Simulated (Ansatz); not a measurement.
## Li3Pb5, a known structure type with other elements, at an estimated volume

```xyz
16
Lattice="4.9392 4.0088 0.0000 4.9392 -4.0088 0.0000 0.0000 0.0000 -10.0785" Properties=species:S:1:pos:R:3 pbc="T T T"
Pb    2.9543    2.2827   -7.5589
Pb    6.9241   -2.2827   -2.5196
Pb    2.9543   -2.2827   -2.5196
Pb    6.9241    2.2827   -7.5589
Pb    4.9392   -2.4451   -4.4952
Pb    4.9392    2.4451   -9.5345
Pb    4.9392    2.4451   -5.5833
Pb    4.9392   -2.4451   -0.5440
Pb    4.9392    0.3046   -7.5589
Pb    4.9392   -0.3046   -2.5196
Li    6.9825    0.0000    0.0000
Li    2.8958    0.0000   -5.0393
Li    2.8958    0.0000    0.0000
Li    6.9825    0.0000   -5.0393
Li    4.9392   -2.9216   -7.5589
Li    4.9392    2.9216   -2.5196
```

Level: PBE, no spin polarisation; 420 eV; 6×6×4 Γ-centred mesh; fermi-dirac occupations (width 0.1 eV); Ansatz 0.2.0, fixed geometry.

Question: Is there a gap?

Answer: It is a metal, with about 6.9 states/eV a cell as the mean within 0.25 eV of the Fermi level, mostly Pb p (81 %).

Question: Where is the largest force?

Answer: The largest is on Pb9 (and as large on other atoms): 5.13 eV/Å, components (0.00, -5.13, 0.00). It makes 135° with the line to a nearest neighbour, Pb4 at 2.80 Å, pointing away from it.

Question: Describe some of the short contacts.

Answer: Pb–Pb at 2.80 Å: least valence density 0.35 e/Å³ and ELF 0.30 there. Pb–Li at 3.10 Å: least valence density 0.06 e/Å³ and ELF 0.06 there. Both are smooth PAW fields, read partly inside the augmentation spheres.

Question: Is it stable against the elements?

Answer: 0.21 eV an atom against the elements' usual phases (free molecules for gases, crystals otherwise, with no correction for O₂ or N₂), so at this geometry it isn't bound against them. Relaxing would lower it.

Origin: a known structure type with other elements, at an estimated volume, so it need not be a known compound. Caveats: atoms or cell far from equilibrium.
